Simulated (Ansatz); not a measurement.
Simulated powder pattern, Co Kα, λ = 1.79026 Å (kinematic, ideal powder, no thermal factors, no anomalous dispersion; the 30 strongest lines at most, above 1 %, up to 2θ = 90°):

| 2θ (°) | I/Imax (%) |
|---|---|
| 17.80 | 100 |
| 25.28 | 22 |
| 31.09 | 52 |
| 36.05 | 18 |
| 40.48 | 26 |
| 44.54 | 60 |
| 48.33 | 31 |
| 51.90 | 29 |
| 55.31 | 16 |
| 58.58 | 8.9 |
| 61.74 | 7.6 |
| 64.81 | 6.6 |
| 67.81 | 17 |
| 73.62 | 9.1 |
| 76.46 | 19 |
| 79.27 | 7.5 |
| 82.05 | 4.3 |
| 84.81 | 9.7 |
| 87.56 | 3.0 |

The pattern belongs to a structure relaxed with PBE in the plane-wave PAW code Ansatz.

Q: Which compound is it?
A. InSb, Pm-3n (In on 6c, Sb on 6d)
B. NiSb, CsCl type
C. In2TeO2, P-3m1 (In on 2d, Te on 1b, O on 2d)
D. InMo2N, P6_3/mmc (In on 2d, Mo on 4f, N on 2a)

A: A, InSb, Pm-3n (In on 6c, Sb on 6d)

Q: Give the lattice parameters.

A: a = 8.182 Å.

The start of the workflow was typed in or built on a structure type; neither database checked (COD, Materials Project) lists it. It is not the phase usual at ambient conditions (space group No. 216). Symmetry was held in the PBE relaxation; whether a distortion lowers the energy is not shown. The volume moved by 36 % from the start of the relaxation. Spin–orbit coupling is left out wherever it is not named.

Potentials: the earlier of the program's two PAW sets.
